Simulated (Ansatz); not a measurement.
Geometry optimisation in Ansatz: input, command and trajectory.

```yaml
crystal:
  lattice:
    - [1.3375654257, 0.7722437586, 6.2002942355]
    - [-1.3375654257, 0.7722437586, 6.2002942355]
    - [0.0, -1.5444875171, 6.2002942355]
  atoms:
    - { symbol: Be, position: [0.0, 0.0, 0.0] }
    - { symbol: Be, position: [0.2095, 0.2095, 0.2095] }
    - { symbol: Be, position: [0.7905, 0.7905, 0.7905] }
    - { symbol: C, position: [0.4, 0.4, 0.4] }
    - { symbol: C, position: [0.6, 0.6, 0.6] }
basis:
  ecutwfc: 500
kpoints:
  mp_grid: { grid: [6, 6, 6] }
hamiltonian:
  xc: r2scan
scf:
  occupations: { method: gaussian, width: 0.1 }
  lower_state_search: "off"
output:
  forces: true
  stress: true
  eigenvalues: true
relax:
  adjacent_minimum: "off"
  f_tol: 0.04
  max_steps: 70
  cell: { stress_tol: 0.4 }
```

```bash
ansatz run input.yaml --threads 1 --pin off --max-ram 2560MiB --backend cpu --events-out ev --progress --plain --runs-dir out
```

Computed with DFT r2SCAN, scalar-relativistic, plane waves, PAW (Ansatz).

Of 20 frames 10 are shown, positions in Å and forces in eV/Å; the SCF threshold varies from step to step. Steps run on the plane waves of an earlier cell, with a Pulay correction in the pressure. The basis is chosen afresh for the last frame, the zero of the energies, and at times for earlier ones too; energy and pressure step there, also at an unchanged geometry. The mark taken_back stands on steps that the optimiser undid.

```xyz
5
Lattice="1.3376 0.7722 6.2003 -1.3376 0.7722 6.2003 0.0000 -1.5445 6.2003" Properties=species:S:1:pos:R:3:forces:R:3 pbc="T T T" step=1 free_energy_over_end_meV_per_atom=627.59 pressure_GPa=-2.63
Be    0.0000    0.0000    0.0000    0.0000    0.0000    0.0000
Be    0.0000    0.0000    3.8969    0.0000    0.0000    2.7185
Be    0.0000    0.0000   14.7040    0.0000    0.0000   -2.7185
C     0.0000    0.0000    7.4404    0.0000    0.0000    0.9171
C     0.0000    0.0000   11.1605    0.0000    0.0000   -0.9171
5
Lattice="1.3768 0.7949 6.1132 -1.3768 0.7949 6.1132 0.0000 -1.5898 6.1132" Properties=species:S:1:pos:R:3:forces:R:3 pbc="T T T" step=3 free_energy_over_end_meV_per_atom=388.09 pressure_GPa=2.63
Be    0.0000    0.0000    0.0000    0.0000    0.0000    0.0000
Be    0.0000    0.0000    4.1643    0.0000    0.0000    1.0006
Be    0.0000    0.0000   14.1752    0.0000    0.0000   -1.0006
C     0.0000    0.0000    7.3110    0.0000    0.0000    0.5142
C     0.0000    0.0000   11.0285    0.0000    0.0000   -0.5142
5
Lattice="1.4901 0.8603 5.6324 -1.4901 0.8603 5.6324 0.0000 -1.7206 5.6324" Properties=species:S:1:pos:R:3:forces:R:3 pbc="T T T" step=5 free_energy_over_end_meV_per_atom=164.09 pressure_GPa=-1.91
Be    0.0000    0.0000    0.0000    0.0000    0.0000    0.0000
Be    0.0000    0.0000    4.1829    0.0000    0.0000    0.2336
Be    0.0000    0.0000   12.7144    0.0000    0.0000   -0.2336
C     0.0000    0.0000    6.7783    0.0000    0.0000    0.0344
C     0.0000    0.0000   10.1190    0.0000    0.0000   -0.0344
5
Lattice="1.5203 0.8778 5.0245 -1.5203 0.8778 5.0245 0.0000 -1.7555 5.0245" Properties=species:S:1:pos:R:3:forces:R:3 pbc="T T T" step=7 free_energy_over_end_meV_per_atom=125.09 pressure_GPa=-0.28
Be    0.0000    0.0000    0.0000    0.0000    0.0000    0.0000
Be    0.0000    0.0000    3.7826    0.0000    0.0000   -0.4049
Be    0.0000    0.0000   11.2909    0.0000    0.0000    0.4049
C     0.0000    0.0000    6.0923    0.0000    0.0000    0.3328
C     0.0000    0.0000    8.9812    0.0000    0.0000   -0.3328
5
Lattice="1.5189 0.8769 4.4889 -1.5189 0.8769 4.4889 0.0000 -1.7539 4.4889" Properties=species:S:1:pos:R:3:forces:R:3 pbc="T T T" step=9 free_energy_over_end_meV_per_atom=62.76 pressure_GPa=2.91
Be    0.0000    0.0000    0.0000    0.0000    0.0000    0.0000
Be    0.0000    0.0000    3.2719    0.0000    0.0000   -0.6006
Be    0.0000    0.0000   10.1948    0.0000    0.0000    0.6006
C     0.0000    0.0000    5.5972    0.0000    0.0000    0.7941
C     0.0000    0.0000    7.8695    0.0000    0.0000   -0.7941
5
Lattice="1.5363 0.8870 4.3277 -1.5363 0.8870 4.3277 0.0000 -1.7740 4.3277" Properties=species:S:1:pos:R:3:forces:R:3 pbc="T T T" step=12 free_energy_over_end_meV_per_atom=6.33 pressure_GPa=-3.41
Be    0.0000    0.0000    0.0000    0.0000    0.0000    0.0000
Be    0.0000    0.0000    3.0783    0.0000    0.0000   -0.2540
Be    0.0000    0.0000    9.9049    0.0000    0.0000    0.2540
C     0.0000    0.0000    5.5451    0.0000    0.0000    0.0954
C     0.0000    0.0000    7.4381    0.0000    0.0000   -0.0954
5
Lattice="1.5344 0.8859 4.2763 -1.5344 0.8859 4.2763 0.0000 -1.7717 4.2763" Properties=species:S:1:pos:R:3:forces:R:3 pbc="T T T" step=14 free_energy_over_end_meV_per_atom=2.50 pressure_GPa=-1.67
Be    0.0000    0.0000    0.0000    0.0000    0.0000    0.0000
Be    0.0000    0.0000    3.0342    0.0000    0.0000   -0.1617
Be    0.0000    0.0000    9.7946    0.0000    0.0000    0.1617
C     0.0000    0.0000    5.4839    0.0000    0.0000    0.1096
C     0.0000    0.0000    7.3450    0.0000    0.0000   -0.1096
5
Lattice="1.5310 0.8839 4.2459 -1.5310 0.8839 4.2459 0.0000 -1.7678 4.2459" Properties=species:S:1:pos:R:3:forces:R:3 pbc="T T T" step=16 free_energy_over_end_meV_per_atom=0.99 pressure_GPa=-0.01
Be    0.0000    0.0000    0.0000    0.0000    0.0000    0.0000
Be    0.0000    0.0000    2.9927    0.0000    0.0000   -0.0027
Be    0.0000    0.0000    9.7450    0.0000    0.0000    0.0027
C     0.0000    0.0000    5.4549    0.0000    0.0000   -0.0111
C     0.0000    0.0000    7.2829    0.0000    0.0000    0.0111
5
Lattice="1.5328 0.8849 4.2423 -1.5328 0.8849 4.2423 0.0000 -1.7699 4.2423" Properties=species:S:1:pos:R:3:forces:R:3 pbc="T T T" step=18 free_energy_over_end_meV_per_atom=0.03 pressure_GPa=-0.16 taken_back
Be    0.0000    0.0000    0.0000    0.0000    0.0000    0.0000
Be    0.0000    0.0000    2.9892    0.0000    0.0000    0.0203
Be    0.0000    0.0000    9.7377    0.0000    0.0000   -0.0203
C     0.0000    0.0000    5.4487    0.0000    0.0000    0.0216
C     0.0000    0.0000    7.2783    0.0000    0.0000   -0.0216
5
Lattice="1.5319 0.8844 4.2455 -1.5319 0.8844 4.2455 0.0000 -1.7688 4.2455" Properties=species:S:1:pos:R:3:forces:R:3 pbc="T T T" step=20 free_energy_over_end_meV_per_atom=0.00 pressure_GPa=0.04
Be    0.0000    0.0000    0.0000    0.0000    0.0000    0.0000
Be    0.0000    0.0000    2.9929    0.0000    0.0000    0.0001
Be    0.0000    0.0000    9.7437    0.0000    0.0000   -0.0001
C     0.0000    0.0000    5.4540    0.0000    0.0000   -0.0017
C     0.0000    0.0000    7.2827    0.0000    0.0000    0.0017
```

The start puts this composition into another compound's structure type, which needn't suit it. At the end the space group is R-3m (tolerance 0.05 Å).

The run took 59 s on 1 thread of Arm Neoverse V2, on a shared host, peak memory 0.39 GiB.

The k mesh is coarse.